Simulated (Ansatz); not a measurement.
Values for one crystal, relaxed and computed with plane-wave PAW r²SCAN (Ansatz code); other levels are named.

| Quantity | Result |
|---|---|
| Volume per atom | 23.14 Å³ |
| Electronic character | metallic (no gap) |
| Gap with spin–orbit coupling | none (metallic) |
| Density of states at the Fermi level | 0.81 states/eV per atom (mean over ±0.08 eV) |
| Pressure derivative B′ | 3.4 |
| Bulk modulus (Birch–Murnaghan fit) | 97.1 GPa |

### Question
Which compound is it?
A. Nb, bcc (W type)
B. Zr, P6/mmm (Zr on 1a, Zr on 2d)
C. Pd, fcc (Cu type)
D. Sc, diamond

### Answer
B, Zr, P6/mmm (Zr on 1a, Zr on 2d)

This is a known high-pressure phase of the composition, computed here at zero pressure and temperature. The r²SCAN relaxation kept the symmetry of its start; its stability against distortions is not shown here. No spin polarisation was allowed. Spin–orbit coupling is left out wherever it is not named.

Potentials: the earlier of the program's two PAW sets.
